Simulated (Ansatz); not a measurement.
GaSb:
```cif
data_Ga4Sb4
_chemical_formula_sum 'Ga4 Sb4'
_space_group_name_H-M_alt 'P63mc'
_space_group_IT_number 186
_space_group_name_Hall 'P 6c -2c'
_cell_length_a 4.32891
_cell_length_b 4.32891
_cell_length_c 14.20170
_cell_angle_alpha 90.000
_cell_angle_beta 90.000
_cell_angle_gamma 120.000
loop_
_atom_site_label
_atom_site_type_symbol
_atom_site_symmetry_multiplicity
_atom_site_Wyckoff_symbol
_atom_site_fract_x
_atom_site_fract_y
_atom_site_fract_z
_atom_site_occupancy
Ga1 Ga 2 b 0.33333 0.66667 0.49976 1
Sb1 Sb 2 b 0.66667 0.33333 0.18774 1
Ga2 Ga 2 a 0.00000 0.00000 0.25048 1
Sb2 Sb 2 a 0.00000 0.00000 0.43702 1
```

Relaxed with r²SCAN.

### Question
Tabulate the valence density and the electron localisation function along the shortest Ga–Sb contact (2.65 Å), the program Ansatz at the r²SCAN level (PAW).

### Answer


```csv
distance from Ga (Å),density (e/Å³),ELF
0.26,23.97,0.03
0.40,9.94,0.03
0.53,3.46,0.09
0.66,1.33,0.19
0.79,0.71,0.27
0.93,0.50,0.34
1.06,0.43,0.48
1.19,0.41,0.66
1.32,0.43,0.73
1.46,0.47,0.68
1.59,0.56,0.55
1.72,0.74,0.42
1.85,1.31,0.31
1.99,2.71,0.20
2.12,5.20,0.10
2.25,8.56,0.05
2.38,12.10,0.03
```

The density is the valence pseudo-density with augmentation charge, so density and ELF within about 1 Å of a nucleus are not all-electron values.

Space group P6_3mc. The start of the workflow was typed in or built on a structure type; the Crystallography Open Database copy checked does not list it. It is not the phase usual at ambient conditions (space group No. 216). The r²SCAN relaxation kept the symmetry of its start; its stability against distortions is not shown here. Scalar-relativistic: spin–orbit coupling is off unless named, which matters more the heavier the elements.

Potentials: the earlier of the program's two PAW sets.
